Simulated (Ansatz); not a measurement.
Relaxed Cu (fcc, Cu type):

```xyz
2
Lattice="0.0000 3.6297 3.6297 1.8148 0.0000 1.8148 1.8148 1.8148 0.0000" Properties=species:S:1:pos:R:3 pbc="T T T"
Cu     0.0000     0.0000     0.0000
Cu     1.8148     1.8148     3.6297
```

The atoms are displaced by Q × the pattern below (from a DFPT mode at L = (0.5, 0.0, 0.0), largest move 1; Q in Å), at fixed cell. It is one choice among 2 degenerate patterns. (q is in reciprocal vectors of the primitive cell; the cell shown is doubled to hold the pattern.)

```json
[
 {"atom": "Cu1", "x": "-0.285", "y": "0.520", "z": "-0.805"},
 {"atom": "Cu2", "x": "0.285", "y": "-0.520", "z": "0.805"}
]
```

These are PBE (plane waves to 420 eV, PAW, scalar-relativistic; Ansatz, a quantum-chemistry and plane-wave program) values and carry that method's errors. k mesh 11×22×22 (Γ-centred), Fermi-Dirac smearing 0.05 eV. E stands for the smeared free energy. With partly filled bands, energies and forces of such displacements shift with the k mesh and the smearing. Cu is run without spin polarisation. Cu was relaxed with its symmetry unable to fall. ΔE is measured from the undisplaced structure. The last digit holds for this mesh only.

| Q (Å) | ΔE (meV/cell) |
|---|---|
| -0.180 | 93.3 |
| -0.150 | 65.7 |
| -0.120 | 42.5 |
| -0.090 | 24.1 |
| -0.060 | withheld |
| -0.030 | 2.7 |
| 0.000 | 0.0 |
| 0.030 | 2.7 |
| 0.060 | withheld |
| 0.090 | 24.1 |
| 0.120 | 42.5 |
| 0.150 | 65.7 |
| 0.180 | 93.3 |

Question: Fit an even polynomial form (powers 2, 4) to the given rows and predict ΔE at Q = 0.060.

Answer: Least squares on the 11 given rows: ΔE = (3009)·Q² + (-3990)·Q⁴, in meV/cell with Q in Å; root-mean-square residual 0.01 meV/cell. At 0.060 the fit gives 10.8 meV/cell; the calculation gives 10.8 meV/cell, the same to the digits shown. The quadratic term alone would give 10.8 meV/cell.

(For displaced atoms, the force is minus the slope of the energy, and its curvature is a force constant, which sets phonon frequencies.)
